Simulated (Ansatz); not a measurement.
All numbers below come from DFT PBE, scalar-relativistic, plane waves, PAW (Ansatz 0.2.0). All cells share a 420 eV cutoff and Γ-centred k meshes spaced at most about 0.3 Å⁻¹ (about 0.25 or finer for metals, 2π included). No spin polarisation in the final relaxations.

All energies are static (0 K, no zero-point motion).

Two forms of Zr2BiN2 were relaxed alike.

A. Space group P-6m2 (No. 187), hexagonal, a = 4.521 Å, c = 5.868 Å. Zr on its first site has 3 Zr at 2.61 Å and 6 N at 2.69 Å; Zr on its second site is surrounded by 3 Zr at 2.61 Å, 6 N at 2.69 Å and 2 Bi at 2.93 Å; Bi is surrounded by 2 Zr at 2.93 Å; around N lie 1 N at 1.30 Å and 6 Zr at 2.69 Å.

B. Space group P4_2/mmc (No. 131), tetragonal, a = 5.160 Å, c = 6.623 Å. Zr has 2 N at 2.32 Å, 2 Zr at 2.52–2.64 Å and 4 Bi at 3.34 Å; Bi is surrounded by 8 N at 3.13 Å, 2 Bi at 3.31 Å and 8 Zr at 3.34 Å; N is surrounded by 1 N at 1.27 Å, 2 Zr at 2.32 Å and 4 Bi at 3.13 Å.

Task: Which form is favoured at zero pressure, and by what margin per atom?

Result: B is lower, by 0.77 eV/atom. A has space group P-6m2 (No. 187), 20.8 Å³/atom and no gap on its mesh; B has space group P4_2/mmc (No. 131), 17.6 Å³/atom and no gap. Counting N atoms around Bi and Zr (those within 1.25 times the shortest such distance or 1.15 times the sum of covalent radii; the shortest distance is added where it is long for a bond), A has Zr 6, Bi 6 from 3.5 Å and B has Zr 2, Bi 8 from 3.1 Å. A and B both hold N–N pairs. The denser one is the lower, and pressure would at first widen the difference. Even the lower one lies +0.16 eV/atom against the reference forms of the elements (uncorrected), so neither is stable at this level. Both come from invented guesses. A third cell relaxed alike, in P4/mmm, lies 0.45 eV/atom below the lower of the two.

These runs have no spin–orbit coupling, which can matter for Bi. Cells relaxed within their symmetry can be saddle points.
